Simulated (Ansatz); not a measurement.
Relaxed candidate structures of B6As:

A. R-3m, hexagonal axes (No. 166), hR7; a = 5.1083 Å, b = 5.1083 Å, c = 10.3154 Å, α = 90.00°, β = 90.00°, γ = 120.00°; B 18g (0.333, 0.333, 0.500); As 3a (0.000, 0.000, 0.000)

B. I-42m (No. 121), tI14; a = b = 4.480 Å, c = 6.091 Å, α = β = γ = 90.00°; As 2a (0.000, 0.000, 0.000); B 8i (0.142, 0.142, 0.400); B 4c (0.000, 0.500, 0.000)

C. Pm-3m (No. 221), cP7, AFLOW prototype A6B_cP7_221_f_a (D2_1, as in CaB6); a = b = c = 4.153 Å, α = β = γ = 90.00°; As 1a (0.000, 0.000, 0.000); B 6f (0.199, 0.500, 0.500)

D. Pmm2 (No. 25), oP7; a = 2.8269 Å, b = 4.6762 Å, c = 5.4928 Å, α = β = γ = 90.00°; As 1d (0.500, 0.500, 0.960); B 2g (0.000, 0.327, 0.473); B 1d (0.500, 0.500, 0.348); B 2h (0.500, 0.180, 0.703); B 1a (0.000, 0.000, 0.606)

E. R-3m, hexagonal axes (No. 166), hR14; a = 6.132 Å, b = 6.132 Å, c = 11.896 Å, α = 90.00°, β = 90.00°, γ = 120.00°; B 18h (0.207, 0.103, 0.118); B 18h (0.150, 0.301, 0.028); As 6c (0.000, 0.000, 0.400)

**Question.** Put the candidates in order of energy per atom, lowest first, for r2SCAN (plane waves to 500 eV, PAW, scalar-relativistic; Ansatz, a first-principles code).

**Answer.** E (reference, the lowest of the structures calculated here), D (+0.69 eV/atom), C (+0.82 eV/atom), A (+1.04 eV/atom), B (+1.20 eV/atom)

**Question.** Give each candidate's band gap.

**Answer.** No gap: A, B, C, D. E: 2.88 eV (no spin-orbit coupling).

Each run could gain symmetry but not lose that of its start, so entries can be saddle points. From databases, or of a type measured for this composition: R-3m, hR14; the others are generated cells (placed on structure types, drawn at random, substituted or restacked) that were not matched to a known phase here. Static energies at zero pressure. No spin polarisation in the result. Gaps of cells over 8 atoms come from the SCF mesh and high-symmetry points alone.
